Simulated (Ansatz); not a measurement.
All-electron LAPW in Ansatz 0.2.0 under LDA, scalar-relativistic, energies extrapolated to zero smearing. Slabs are 1×1 cells cut from bulk crystals relaxed on PAW files, with atoms then relaxed, 16 to 20 Å of vacuum, a dipole correction, k spacings of 0.16 to 0.26 Å⁻¹ and smearing of 0.02 to 0.1 eV, without spin–orbit coupling or spin polarisation. The bulk type named needn't be the stable one, and no reconstruction is allowed.

```tsv
slab	area (Å²)	γ (J/m²)	Φ (eV)	Δd12 (%)
bcc Ta (100), 5 layers	10.58	?	4.03	-13.6
bcc Ta (111), 5 layers	18.33	3.10	3.97	-18.5
bcc Ta (110), 5 layers	7.48	2.68	4.98	-4.1
bcc Ta (110), 3 layers	7.49	2.69	?	-3.1
```

Task: Fill in "γ (J/m²)" for the row "bcc Ta (100), 5 layers".

Result: 2.89.

Task: Give the missing entry: row "bcc Ta (110), 3 layers", column "Φ (eV)".

Result: 5.01.
